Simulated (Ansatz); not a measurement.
Consider a crystal of RbRe in space group Pm-3m (No. 221), with Rb on 1b; Re on 1a. The guess for RbRe was made by a generator: ordered superstructure of bcc (sublattice all; occupants of the shared sites, in ratio, Re: 1, Rb: 1).

Method: DFT PBE, scalar-relativistic, plane waves, PAW in Ansatz 0.2.0. Cutoff 420 eV, Γ-centred mesh, Gaussian smearing, collinear spin.

The zero of energy is the elements' standard structures at the same level; no fitted shifts are applied.

**Question.** Which cell and coordinates does it relax to?

**Answer.**

Space group Pm-3m (No. 221). a = 4.138 Å, b = 4.138 Å, c = 4.138 Å, α = 90.00°, β = 90.00°, γ = 90.00°
```
atom  site  symmetry       x       y       z
  Rb    1b      m-3m  0.5000  0.5000  0.5000
  Re    1a      m-3m  0.0000  0.0000  0.0000
```

It has the caesium chloride type. Rb has 8 Re at 3.58 Å and 6 Rb at 4.14 Å; Re is surrounded by 8 Rb at 3.58 Å and 6 Re at 4.14 Å.

**Question.** And its energy and gap?

**Answer.** The formation energy is +2.99 eV/atom, the gap on the 14×14×14 mesh of the 2-atom cell is 0 eV (a metal) and the net moment per atom is 2.02 μB. The moment by site is Re 3.7 μB. It can't be a ground state, since the elements alone are lower.

The last run used collinear spin and Gaussian smearing of 0.10 eV. Spin–orbit coupling, which can matter for Re, is left out. Another magnetic order may lie lower. Symmetry constrained the relaxation, so the result can be a saddle point. Site moments count only spheres around the atoms; the net moment includes the space between them.
